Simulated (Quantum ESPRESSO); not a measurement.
# GeAlSiPON2: a curve over one atom's position

A calculation, not a measurement. The program is pw.x of Quantum ESPRESSO 7.5 (plane-wave density functional theory). The cell is made up: 7 atoms on a wurtzite lattice with one site empty, with randomly drawn elements, strain and displacements, not relaxed. PseudoDojo standard norm-conserving files (v0.5 for PBE, v0.4.1 for LDA and PBEsol) set the functional; there is no spin polarisation, spin-orbit coupling or dispersion term, and the masses in the input are unused placeholders. A spin-polarised start on this cell or one of its family kept no moment.

Seven runs move atom 3 (Si, counted in the order of the input) along x and keep all else fixed.

Input of the run at -0.0352:

```
&control calculation='scf', pseudo_dir='./dojo.nc.sr.pbe.v0_5.standard.upf', outdir='./o', disk_io='medium', tprnfor=.true., tstress=.true. /
&system ibrav=0, nat=7, ntyp=6, nbnd=31, ecutwfc=84.00895049, nosym=.true., tot_charge=0,
 occupations='smearing', smearing='fd', degauss=0.0073498644
/
&electrons conv_thr=7.350e-09, electron_maxstep=60, /
ATOMIC_SPECIES
Al 1.0 Al.upf
Ge 1.0 Ge.upf
N 1.0 N.upf
O 1.0 O.upf
P 1.0 P.upf
Si 1.0 Si.upf
CELL_PARAMETERS angstrom
3.2111 -0.0182 -0.052
-0.0315 5.4405 0.0504
-0.0849 0.0476 5.1525
ATOMIC_POSITIONS angstrom
Ge 0.0228 0.154 -0.0394
Al 1.5926 2.7167 -0.0905
Si 1.5403 1.0253 2.687
P -0.1453 -0.0424 1.9445
O 1.5799 2.8333 1.8495
N 1.5992 0.985 4.667
N -0.1658 3.5171 4.5377
K_POINTS automatic
7 6 6 1 1 1
```

| shift of atom 3 along x (Å) | free energy less that of the input shown (eV) | Fx on atom 3 (eV/Å) | Fy on atom 3 (eV/Å) | Fz on atom 3 (eV/Å) | pressure (GPa) | iterations |
| --- | --- | --- | --- | --- | --- | --- |
| -0.1534 | 0.0279 | 1.713 | 6.392 | -0.862 | 12.50 | 14 |
| -0.1378 | 0.0043 | 1.322 | 6.357 | -0.889 | 12.45 | 14 |
| -0.1019 | -0.0270 | 0.425 | 6.325 | -0.916 | 12.40 | 14 |
| -0.0352 | 0.0000 | -1.233 | 6.443 | -0.835 | 12.56 | 14 |
| +0.0412 | 0.1666 | -3.126 | 6.864 | -0.532 | 13.13 | 14 |
| +0.1184 | 0.4817 | -5.038 | 7.608 | 0.010 | 14.13 | 14 |

Question: one run is left out of the table, at -0.0559. Estimate its Fx on atom 3 (eV/Å).

Answer: -0.720. The whole row:

| shift of atom 3 along x (Å) | free energy less that of the input shown (eV) | Fx on atom 3 (eV/Å) | Fy on atom 3 (eV/Å) | Fz on atom 3 (eV/Å) | pressure (GPa) | iterations |
| --- | --- | --- | --- | --- | --- | --- |
| -0.0559 | -0.0202 | -0.720 | 6.382 | -0.878 | 12.48 | 14 |

A cubic fit gives dFx/dx = -24.77 eV/Å² at zero shift. Across the table the free energy follows the integral of the force to within 0.1 meV. A rerun of one of the cells at 1437 eV and a 9 x 8 x 8 mesh moved values by no more than 0.002 eV in energy, 0.03 GPa in stress and 0.011 eV/Å in force.